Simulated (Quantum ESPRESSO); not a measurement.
# One change at a time to Mg3Mo2ScTa2

These are calculations, not measurements. They come from Quantum ESPRESSO 7.5, a public plane-wave density functional program. Each row is one single-point run on a made-up periodic cell of eight metal atoms, with elements, volume, strain and displacements drawn at random and not relaxed, so a cell may be unstable or far from any real phase. There is no spin polarisation or spin-orbit coupling.

Settings: PBE unless stated; PseudoDojo standard norm-conserving files; Fermi-Dirac width 0.25 eV, which means electrons at about 2900 K; cutoff 1143 eV; 5 x 5 x 4 k mesh shifted half a step off Gamma. E is the free energy of the whole cell (internal energy minus TS), so a -TS column is already part of it. Stress is positive in tension, and the pressure P is minus a third of its trace.

Checks: one run of this series was repeated at a higher cutoff and on a denser mesh, which moved values by no more than 0.002 eV, 0.03 GPa and 0.012 eV/Å, and a second program with other atomic files agreed on it to 2 % rms in force and 0.5 GPa in pressure. Known limits: heavy elements are run without spin-orbit coupling, which real alloys of them have; a spin test at this wide smearing found no moment, but such smearing suppresses magnetism that the real alloy may have.

The lattice is face-centred cubic, and the cell vectors in Å are (2.200, 4.399, 2.200); (2.200, -4.399, 2.200); (2.200, 0.000, -6.599), a volume of 170.28 Å³ in run 1. The elements on sites 1 to 8 are Mg Mg Mo Sc Mg Mo Ta Ta. Each later run makes one change to run 1 and keeps the rest. E is counted from run 1, and is n/a where other atomic files have another zero of energy.

```
run                           change  V (Å³)  P (GPa)  -TS (eV)  rms force (eV/Å)  largest change of a force component (eV/Å)  E (eV)
  1                             none  170.28   -10.80    -1.844             0.635                                       0.000   0.000
  2          sites 1 and 4 exchanged  170.28   -10.72    -1.980             0.592                                       0.220   0.248
  3    all lengths scaled by -1.67 %  161.89    -7.21    -1.740             0.614                                       0.186  -0.475
  4           PBEsol in place of PBE  170.28   -13.62    -1.851             0.685                                       0.172     n/a
  5                     Au on site 8  170.28   -11.04    -1.758             0.500                                       1.710     n/a
  6  site 1 moved by +0.16 Å along y  170.28   -10.65    -1.846             0.676                                       0.659       ?
```

## Worked estimate

Along the move dE = -F dx. The force on site 1 along y is -0.019 eV/Å in run 1 and -0.678 eV/Å in run 6, and the move is +0.16 Å, so the mean force times the move gives an estimate.

## Withheld value

Question: what E should run 6 give?

The estimate is 0.056 eV. The calculation gave 0.056 eV.
